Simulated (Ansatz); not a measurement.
Input, command and steps of an Ansatz relaxation.

```yaml
crystal:
  lattice:
    - [2.99230104, -5.1828174, 0.0]
    - [2.99230104, 5.1828174, 0.0]
    - [0.0, 0.0, 9.57536332]
  atoms:
    - { symbol: Si, position: [0.8373334777, 0.1643565788, 0.6193951517] }
    - { symbol: Si, position: [0.3326356811, 0.6698384341, 0.1230400207] }
    - { symbol: Ga, position: [0.3265799561, 0.1630526394, 0.1268923441] }
    - { symbol: Ga, position: [0.3375766952, 0.1676258075, 0.6246693412] }
    - { symbol: Ga, position: [0.8380952024, 0.1769917553, 0.1249525999] }
    - { symbol: Ga, position: [0.3296207797, 0.6624509838, 0.6216412613] }
    - { symbol: Ga, position: [0.8322571198, 0.662100614, 0.1294777655] }
    - { symbol: Ga, position: [0.8425145429, 0.6699389033, 0.6250000695] }
    - { symbol: Ga, position: [0.6689324601, 0.3284867328, 0.3746274438] }
    - { symbol: Ga, position: [0.6683361639, 0.3339395206, 0.8754147173] }
    - { symbol: Ga, position: [0.1688827964, 0.3306743673, 0.3739058464] }
    - { symbol: Ga, position: [0.1614031251, 0.3294414022, 0.8761375079] }
    - { symbol: Ga, position: [0.66286687, 0.8266984429, 0.3733714217] }
    - { symbol: Ga, position: [0.6690758372, 0.832054286, 0.8768695729] }
    - { symbol: Ga, position: [0.1602101916, 0.8323175777, 0.3727682691] }
    - { symbol: Ga, position: [0.167575271, 0.8389358465, 0.8763370412] }
  symmetry: { detect: false }
basis:
  ecutwfc: 420
kpoints:
  mp_grid: { grid: [3, 3, 2], shift: [0.0, 0.0, 0.5] }
hamiltonian:
  xc: pbe
scf:
  occupations: { method: gaussian, width: 0.1 }
  lower_state_search: "off"
output:
  forces: true
  stress: true
  eigenvalues: true
relax:
  adjacent_minimum: "off"
  f_tol: 0.04
  max_steps: 50
  cell: { stress_tol: 0.3 }
```

```bash
ansatz run input.yaml --threads 4 --pin off --max-ram 9216MiB --backend cpu --events-out ev --progress --plain --runs-dir out
```

The calculation used DFT PBE, scalar-relativistic, plane waves, PAW in Ansatz 0.2.0.

Of 23 frames 10 are shown, positions in Å and forces in eV/Å; the SCF threshold varies from step to step. Steps run on the plane waves of an earlier cell, with a Pulay correction in the pressure. The basis is chosen afresh for the last frame, the zero of the energies, and can be on the way; energy and pressure step there, also at an unchanged geometry. The mark taken_back stands on steps that the optimiser undid.

```xyz
16
Lattice="2.9923 -5.1828 0.0000 2.9923 5.1828 0.0000 0.0000 0.0000 9.5754" Properties=species:S:1:pos:R:3:forces:R:3 pbc="T T T" step=1 free_energy_over_end_meV_per_atom=45.73 pressure_GPa=-0.01
Si    2.9974   -3.4879    5.9309   -0.0360   -0.0260    0.0210
Si    2.9997    1.7477    1.1782    0.0470    0.0010    0.0110
Ga    1.4651   -0.8475    1.2150    0.0750   -0.0480   -0.0400
Ga    1.5117   -0.8808    5.9814   -0.0110   -0.0410    0.0390
Ga    3.0374   -3.4264    1.1965   -0.0770    0.0410    0.0210
Ga    2.9686    1.7250    5.9524    0.0310    0.0600    0.0890
Ga    4.4716   -0.8819    1.2398   -0.0270    0.0480   -0.0950
Ga    4.5257   -0.8944    5.9846   -0.0090    0.0130    0.0550
Ga    2.9846   -1.7645    3.5872   -0.0340   -0.0610    0.1110
Ga    2.9991   -1.7331    8.3824    0.0100   -0.0280   -0.1110
Ga    1.4948    0.8385    3.5803   -0.0120    0.0560    0.0070
Ga    1.4688    0.8709    8.3893    0.0700    0.0590   -0.0620
Ga    4.4572    0.8491    3.5752    0.0140    0.0820   -0.0040
Ga    4.4918    0.8447    8.3963   -0.0360    0.0610   -0.0320
Ga    2.9699    3.4834    3.5694    0.0180   -0.1090   -0.0690
Ga    3.0118    3.4795    8.3912   -0.0210   -0.1070    0.0580
16
Lattice="2.8429 -5.0012 0.0185 2.8393 4.9991 0.0068 0.0405 -0.0107 10.0813" Properties=species:S:1:pos:R:3:forces:R:3 pbc="T T T" step=3 free_energy_over_end_meV_per_atom=41.21 pressure_GPa=1.54 taken_back
Si    2.8517   -3.4449    6.1772   -0.0180    0.0690    0.0720
Si    2.8754    1.7077    1.2558   -0.0060    0.0850    0.0330
Ga    1.4408   -0.7348    1.2755    0.0360    0.0070    0.0420
Ga    1.4551   -0.8432    6.3512   -0.0320   -0.0520    0.0880
Ga    2.8776   -3.1894    1.2905    0.0030    0.0290    0.0710
Ga    2.8560    1.7103    6.3107   -0.0060    0.0170    0.0650
Ga    4.2623   -0.7169    1.2685   -0.0170   -0.0230    0.0170
Ga    4.2967   -0.8310    6.3292    0.0130   -0.0730    0.0510
Ga    2.8185   -1.7327    3.9219   -0.0160   -0.0630   -0.0490
Ga    2.8995   -1.7045    8.7323    0.0310   -0.0660   -0.0540
Ga    1.3893    0.7374    3.8325    0.0010   -0.0050   -0.0920
Ga    1.4917    0.7879    8.9015   -0.0320    0.0470   -0.0820
Ga    4.2148    0.7399    3.7612    0.0070    0.0350   -0.0200
Ga    4.3198    0.7827    8.8526    0.0460    0.0490   -0.0720
Ga    2.8140    3.2479    3.5793   -0.0210   -0.0420   -0.0270
Ga    2.8975    3.3062    8.9578    0.0110   -0.0170   -0.0450
16
Lattice="2.9129 -5.0145 0.0154 2.9350 5.0273 -0.0169 -0.0024 -0.0299 9.9206" Properties=species:S:1:pos:R:3:forces:R:3 pbc="T T T" step=6 free_energy_over_end_meV_per_atom=26.85 pressure_GPa=0.32
Si    2.8588   -3.5347    6.1195   -0.0140    0.0250   -0.0100
Si    2.9818    1.7851    1.2204    0.0190    0.0670   -0.0410
Ga    1.5173   -0.6623    1.2573   -0.0480    0.0330    0.0140
Ga    1.4195   -0.9354    6.2665    0.0250   -0.0520    0.0070
Ga    2.9428   -3.1441    1.2485    0.0190   -0.0140    0.0230
Ga    2.9023    1.6602    6.2039   -0.0330   -0.0540   -0.0110
Ga    4.3829   -0.6533    1.2097    0.0470    0.0150   -0.0130
Ga    4.3700   -0.9301    6.2075   -0.0410   -0.0800    0.0070
Ga    2.8384   -1.7688    3.8496   -0.0260   -0.1020   -0.0190
Ga    2.9929   -1.6736    8.6155    0.0430    0.0100    0.0060
Ga    1.3766    0.6952    3.7696   -0.0270    0.0270    0.0000
Ga    1.5423    0.8294    8.7152    0.0180    0.0560   -0.0340
Ga    4.2907    0.7072    3.7030    0.0070    0.0220    0.0140
Ga    4.4765    0.8407    8.6320    0.0220    0.0270   -0.0070
Ga    2.8464    3.2227    3.4940   -0.0360    0.0210    0.0880
Ga    3.0032    3.3495    8.7863    0.0240    0.0000   -0.0250
16
Lattice="2.9229 -4.9883 0.0121 2.9525 5.0054 -0.0300 -0.0286 -0.0389 9.9893" Properties=species:S:1:pos:R:3:forces:R:3 pbc="T T T" step=8 free_energy_over_end_meV_per_atom=19.00 pressure_GPa=0.40
Si    2.7041   -3.7920    6.1319    0.0270    0.0790   -0.1190
Si    3.1247    2.0424    1.1112   -0.0160    0.0620    0.0850
Ga    1.6374   -0.3668    1.3110   -0.1610    0.1020    0.0530
Ga    1.3132   -1.1827    6.3952    0.1490    0.0740   -0.0280
Ga    3.0038   -2.8713    1.2379    0.0750   -0.1000    0.1670
Ga    2.8447    1.4622    6.2470   -0.0960   -0.2360   -0.0700
Ga    4.4846   -0.3580    1.1309    0.1480    0.0460    0.0810
Ga    4.2713   -1.2248    6.2010   -0.1280   -0.0420    0.0740
Ga    2.6263   -1.9166    3.9223   -0.0300   -0.0950   -0.1120
Ga    3.1862   -1.5228    8.7434    0.0970    0.0940   -0.1680
Ga    1.1647    0.5276    3.8987    0.0740    0.0190   -0.1290
Ga    1.7385    0.9480    8.7481   -0.0150   -0.0710    0.0110
Ga    4.0988    0.5345    3.7622   -0.0890   -0.0260   -0.0390
Ga    4.7240    0.9787    8.5302    0.0430   -0.1170    0.2010
Ga    2.6392    3.0572    3.4763   -0.1080    0.0050    0.0680
Ga    3.1921    3.4355    8.8694    0.0300    0.2060   -0.0770
16
Lattice="3.0031 -5.0916 -0.0236 2.8876 5.0249 0.0244 0.0013 0.0443 9.9284" Properties=species:S:1:pos:R:3:forces:R:3 pbc="T T T" step=11 free_energy_over_end_meV_per_atom=5.75 pressure_GPa=0.02
Si    2.6280   -3.8585    5.9826   -0.0220   -0.0590   -0.0060
Si    3.1762    2.3058    1.1721    0.0490   -0.0530    0.0530
Ga    1.7247   -0.2616    1.2886    0.0310    0.0630   -0.0160
Ga    1.3811   -1.4022    6.2669   -0.0030   -0.0280    0.0130
Ga    3.2429   -2.7817    1.2274    0.0080   -0.0210   -0.0180
Ga    2.7530    1.0823    6.2582    0.0150    0.0160   -0.0810
Ga    4.6658   -0.1756    1.2224    0.0110    0.0380   -0.0060
Ga    4.4005   -1.5139    6.1687   -0.0150   -0.0310    0.0430
Ga    2.2754   -2.1995    3.7298    0.0190   -0.0060   -0.0430
Ga    3.4795   -1.1896    8.6824   -0.0250   -0.0280    0.0020
Ga    0.8033    0.3207    3.7980   -0.0250    0.0200   -0.0240
Ga    2.0826    1.3058    8.8419   -0.0690   -0.0460   -0.0140
Ga    3.7219    0.2200    3.7448   -0.0080    0.0850    0.0460
Ga    5.1014    1.2336    8.5856    0.0160    0.0120    0.0690
Ga    2.2169    2.8437    3.5675   -0.0280   -0.0170    0.0340
Ga    3.4623    3.8158    8.8419    0.0470    0.0540   -0.0510
16
Lattice="2.9677 -5.0613 0.0151 2.9000 5.0222 -0.0086 0.0104 -0.0220 9.9828" Properties=species:S:1:pos:R:3:forces:R:3 pbc="T T T" step=13 free_energy_over_end_meV_per_atom=3.54 pressure_GPa=0.08
Si    2.5596   -3.9739    6.0536    0.0150    0.0020    0.0020
Si    3.2448    2.3431    1.1689   -0.0030   -0.0100    0.0560
Ga    1.7808   -0.1833    1.2900    0.0040   -0.0010    0.0030
Ga    1.3323   -1.4891    6.3097    0.0000   -0.0130   -0.0200
Ga    3.2682   -2.7112    1.2491   -0.0010   -0.0090   -0.0200
Ga    2.7178    0.9997    6.2745   -0.0160   -0.0070   -0.0170
Ga    4.7100   -0.1124    1.2467    0.0090   -0.0170    0.0010
Ga    4.3167   -1.6045    6.2298    0.0030    0.0080    0.0260
Ga    2.2331   -2.2060    3.7489   -0.0060    0.0160    0.0050
Ga    3.5006   -1.2282    8.7645    0.0090   -0.0020   -0.0180
Ga    0.7644    0.2982    3.7915   -0.0130   -0.0080   -0.0010
Ga    2.1086    1.2560    8.8768   -0.0180    0.0020   -0.0060
Ga    3.6709    0.2409    3.7693    0.0020    0.0210   -0.0060
Ga    5.1067    1.2099    8.6466    0.0050   -0.0090    0.0210
Ga    2.1721    2.8298    3.5694    0.0220    0.0010   -0.0190
Ga    3.5184    3.7674    8.8704   -0.0110    0.0260   -0.0070
16
Lattice="2.9480 -5.1098 0.0307 2.8797 5.0704 -0.0641 -0.0536 -0.0876 9.9331" Properties=species:S:1:pos:R:3:forces:R:3 pbc="T T T" step=16 free_energy_over_end_meV_per_atom=1.93 pressure_GPa=0.07
Si    2.4954   -4.0809    6.0522   -0.0490   -0.0250   -0.0320
Si    3.3190    2.2474    1.1967    0.0180   -0.0030   -0.0030
Ga    1.8977   -0.3051    1.2668   -0.0120    0.0150   -0.0530
Ga    1.3949   -1.6791    6.2976    0.0070    0.0210    0.0130
Ga    3.3229   -2.8705    1.2163    0.0140   -0.0170    0.0240
Ga    2.4318    0.9698    6.1347   -0.0120    0.0440    0.0240
Ga    4.7846   -0.2868    1.2261    0.0250    0.0060   -0.0360
Ga    4.3596   -1.5194    6.2358    0.0000   -0.0280   -0.0320
Ga    2.1984   -2.1335    3.6645   -0.0260   -0.0140   -0.0050
Ga    3.3384   -1.2744    8.7237   -0.0110   -0.0030    0.0130
Ga    0.6737    0.3620    3.7126    0.0350   -0.0290   -0.0100
Ga    1.9773    1.2625    8.8052    0.0150   -0.0340    0.0100
Ga    3.5860    0.3590    3.6928    0.0120   -0.0010    0.0340
Ga    4.9323    1.1705    8.6090    0.0080    0.0300    0.0250
Ga    2.1256    2.9066    3.5549   -0.0200    0.0170    0.0040
Ga    3.3354    3.7801    8.7539   -0.0030    0.0200    0.0240
16
Lattice="2.9289 -5.1094 0.0331 2.8983 5.0918 -0.0605 -0.0438 -0.0865 9.9348" Properties=species:S:1:pos:R:3:forces:R:3 pbc="T T T" step=18 free_energy_over_end_meV_per_atom=0.94 pressure_GPa=-0.02
Si    2.3794   -4.1015    6.0025   -0.0230    0.0340    0.0130
Si    3.3966    2.2613    1.2290    0.0220   -0.0150   -0.0040
Ga    1.9538   -0.3007    1.2470    0.0030   -0.0180   -0.0120
Ga    1.3743   -1.6470    6.3097    0.0130   -0.0010    0.0300
Ga    3.3774   -2.8710    1.2468    0.0120   -0.0060   -0.0140
Ga    2.3598    1.0267    6.1448   -0.0180   -0.0020    0.0290
Ga    4.8350   -0.2581    1.2236   -0.0070    0.0050    0.0060
Ga    4.3068   -1.5021    6.2202    0.0010    0.0100    0.0190
Ga    2.1584   -2.1668    3.6585   -0.0090    0.0090    0.0080
Ga    3.3632   -1.2586    8.7398    0.0010   -0.0080   -0.0100
Ga    0.7000    0.3265    3.7021    0.0220   -0.0060    0.0330
Ga    2.0288    1.2682    8.8299    0.0000    0.0120   -0.0230
Ga    3.5819    0.3460    3.7271   -0.0100   -0.0230   -0.0420
Ga    4.9730    1.2342    8.5991    0.0110    0.0170   -0.0110
Ga    2.1061    2.9082    3.5532   -0.0050    0.0090   -0.0160
Ga    3.3519    3.8253    8.7726   -0.0140   -0.0170   -0.0070
16
Lattice="2.9268 -5.1182 0.0373 2.8983 5.1018 -0.0540 -0.0267 -0.0844 9.9209" Properties=species:S:1:pos:R:3:forces:R:3 pbc="T T T" step=21 free_energy_over_end_meV_per_atom=0.10 pressure_GPa=0.01
Si    2.2456   -4.0142    5.9375    0.0020   -0.0140   -0.0150
Si    3.5239    2.1735    1.2575    0.0210   -0.0050    0.0000
Ga    1.9809   -0.3753    1.2262    0.0030    0.0020    0.0010
Ga    1.4063   -1.5506    6.3578    0.0060    0.0120   -0.0070
Ga    3.4873   -2.9275    1.2555    0.0070    0.0080   -0.0080
Ga    2.2880    1.1080    6.1351    0.0040   -0.0020   -0.0240
Ga    4.8859   -0.2910    1.2404   -0.0040   -0.0050   -0.0110
Ga    4.3267   -1.4257    6.2255   -0.0060    0.0040   -0.0060
Ga    2.1379   -2.2048    3.6666    0.0260    0.0100   -0.0010
Ga    3.3767   -1.2530    8.7394   -0.0140    0.0040    0.0190
Ga    0.7013    0.2853    3.7436    0.0010    0.0160    0.0120
Ga    2.0536    1.2678    8.8097   -0.0100   -0.0030    0.0190
Ga    3.5372    0.3132    3.7005   -0.0180   -0.0020    0.0010
Ga    5.0080    1.2732    8.5700   -0.0090   -0.0050    0.0100
Ga    2.0898    2.9107    3.5360   -0.0070   -0.0130    0.0060
Ga    3.3170    3.8278    8.7784   -0.0010   -0.0060    0.0050
16
Lattice="2.9268 -5.1189 0.0359 2.8994 5.1030 -0.0527 -0.0270 -0.0818 9.9119" Properties=species:S:1:pos:R:3:forces:R:3 pbc="T T T" step=23 free_energy_over_end_meV_per_atom=0.00 pressure_GPa=0.04
Si    2.2106   -3.9930    5.9120    0.0000    0.0020    0.0140
Si    3.5767    2.1441    1.2672    0.0050    0.0070    0.0030
Ga    1.9837   -0.3935    1.2252   -0.0050    0.0130   -0.0020
Ga    1.4070   -1.5166    6.3573    0.0050   -0.0070   -0.0010
Ga    3.5252   -2.9382    1.2511    0.0130   -0.0010    0.0020
Ga    2.2761    1.1338    6.1186    0.0030    0.0100    0.0040
Ga    4.9015   -0.3081    1.2416    0.0080   -0.0070   -0.0040
Ga    4.3227   -1.4002    6.2258   -0.0060   -0.0100    0.0030
Ga    2.1573   -2.1985    3.6649    0.0080    0.0060   -0.0040
Ga    3.3611   -1.2546    8.7408   -0.0190   -0.0040   -0.0030
Ga    0.6969    0.2898    3.7515   -0.0070   -0.0030   -0.0050
Ga    2.0369    1.2628    8.7979   -0.0040   -0.0060    0.0030
Ga    3.5247    0.3161    3.6865   -0.0010    0.0000   -0.0030
Ga    4.9952    1.2691    8.5592   -0.0140    0.0100   -0.0030
Ga    2.1018    2.9128    3.5360    0.0040    0.0000   -0.0040
Ga    3.2946    3.8165    8.7702    0.0110   -0.0100    0.0010
```

The run took 2.3 min on 4 threads of Intel(R) Xeon(R) 6975P-C (Granite Rapids), on a shared host, peak memory 1.1 GiB.

The k mesh is coarse.